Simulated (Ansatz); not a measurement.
The start is a generated cell, CsSnI3 placed in the AFLOW prototype ABC3_hR10_161_a_a_b (as in LiNbO3). The cell and all atomic positions are relaxed at zero pressure with PBEsol (plane waves to 420 eV, PAW, scalar-relativistic; Ansatz, an electronic-structure program). First-step values are on the input's coarse k-mesh.

Ansatz input (later rounds restart from its end on a renewed k-mesh):
Ansatz 0.2 input:
```yaml
crystal:
  lattice:
    - [4.2745376, 2.4679055, 7.5257961]
    - [-4.2745376, 2.4679055, 7.5257961]
    - [0, -4.9358109, 7.5257961]
  atoms:
    - { symbol: Cs, position: [0.2875, 0.2875, 0.2875] }
    - { symbol: Cs, position: [0.7875, 0.7875, 0.7875] }
    - { symbol: Sn, position: [0.0128, 0.0128, 0.0128] }
    - { symbol: Sn, position: [0.5128, 0.5128, 0.5128] }
    - { symbol: I, position: [0.74643, 0.14093, 0.36263] }
    - { symbol: I, position: [0.36263, 0.74643, 0.14093] }
    - { symbol: I, position: [0.14093, 0.36263, 0.74643] }
    - { symbol: I, position: [0.86263, 0.64093, 0.24643] }
    - { symbol: I, position: [0.24643, 0.86263, 0.64093] }
    - { symbol: I, position: [0.64093, 0.24643, 0.86263] }
basis: { ecutwfc: 420, ecutrho_ratio: 4, xc_grid: 2, fft_grid_basis: typed }
kpoints: { mp_grid: { grid: [4, 4, 4] } }
hamiltonian:
  xc: pbesol
  dispersion: none
  pseudopotentials: { kind: paw }
scf: { occupations: { method: fermi_dirac, width: 0.05 } }
relax: { f_tol: 0.01, max_steps: 100, cell: { stress_tol: 0.02 } }
output: { forces: true, stress: true }
```

Q: What is the largest force in the starting geometry, and on which atom (counted from 1)?

A: 0.63 eV/Å, on I5, I6, I7, I8, I9, I10 (atoms numbered as listed).

Q: Does the structure survive the relaxation? Give the final space group.

A: The space group goes from R3c (No. 161) to R-3c (No. 167), with 10 atoms in the primitive cell.

Q: By how much does the energy per atom fall from start to end?

A: 79 meV/atom.

Q: How does the volume change?

A: -4.3 %, from 47.63 to 45.57 Å³/atom.

Q: How do the shortest distances between atoms change?

A: The closest pairs of elements (up to four, under 3.6 Å), start → end: I–Sn 3.11 → 3.09 Å; Cs–I 3.43 → 3.88 Å.

Q: What band gap does the relaxed structure have at this level?

A: 0.41 eV, direct at Γ (no spin-orbit coupling).

Final values are on a 5×5×5 k-mesh of the relaxed cell. No spin polarisation in the result. Without spin-orbit coupling the bands of the heavy element are not split, so the gap can be far off.

The run could not lose the symmetry of its start: the end is stationary, and may be a saddle point rather than a minimum.

The relaxed structure here is a generated cell of CsSnI3: the first start was made by placing the elements on the sites of a structure type, and the end was not matched to a known phase here, so it may be hypothetical. Known forms of CsSnI3 include space group No. 62, 221.
